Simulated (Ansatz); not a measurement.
## Is this Sn4SeS3 structure a true minimum?

The cell was found from a structure generator's guess, not taken from experiment.

Theory: DFT PBE, scalar-relativistic, plane waves, PAW (Ansatz 0.2.0). Settings: cutoff 420 eV, Γ-centred mesh 6×6×8 on the computed 8-atom cell, Gaussian smearing of 0.02 eV; no spin polarisation.

The cell below (8 atoms, space group Cmmm (No. 65)) is relaxed within its symmetry.

```
Sn Se S
1.0
     4.17328   -5.90369    0.00000
     4.17328    5.90369    0.00000
     0.00000    0.00000    4.17557
Sn Se S
4 1 3
Direct
  0.25322 0.74678 0.00000
  0.74678 0.25322 0.00000
  0.25669 0.25669 0.50000
  0.74331 0.74331 0.50000
  0.00000 0.00000 0.00000
  0.50000 0.50000 0.00000
  0.00000 0.50000 0.50000
  0.50000 0.00000 0.50000
```

For the test it was strained at random (σ = 1.5 % a component), the atoms were moved at random (σ = 0.15 Å), and all was relaxed again on a coarse 4×2×2 mesh (in the run’s order of axes) with 0.10 eV smearing, with no symmetry imposed.

Question: Does it come back?

Answer: It doesn't return. The energy falls by 22 meV/atom on that mesh, the volume changes by 3.9 %, and the end has space group Pm (No. 6) at a loose tolerance. Relaxed again on a 6×8×6 mesh with 0.02 eV smearing, the new structure lies 24 meV/atom below the first (mesh in the axes of the run's cell; the cell below is made exact in the group named). Space group Pm (No. 6), monoclinic, a = 6.342 Å, b = 4.141 Å, c = 8.552 Å, β = 110.1°. Sn on its first site is surrounded by 1 Se at 2.75 Å, 2 S at 2.76 Å and 2 S at 3.25 Å; around Sn on its second site lie 3 S at 2.62–2.75 Å and 2 S at 3.24 Å; Se is surrounded by 3 Sn at 2.75–2.88 Å and 2 Sn at 3.19 Å; around S on its first site lie 1 Sn at 2.62 Å, 2 Sn at 2.78 Å and 2 Sn at 3.11 Å; 4 more sites not described.

```xyz
8
Lattice="6.3424 0.0000 0.0000 0.0000 4.1406 0.0000 -2.9425 0.0000 8.0295" Properties=species:S:1:pos:R:3 pbc="T T T"
Sn    2.5205    0.0000    1.6892
Sn    1.0555    0.0000    5.7079
Sn   -0.9033    2.0703    2.6733
Sn   -2.3526    2.0703    6.5412
Se    0.0708    0.0000    0.4506
S    -1.2610    0.0000    4.4931
S     0.1475    2.0703    7.2804
S     1.6376    2.0703    3.2823
```
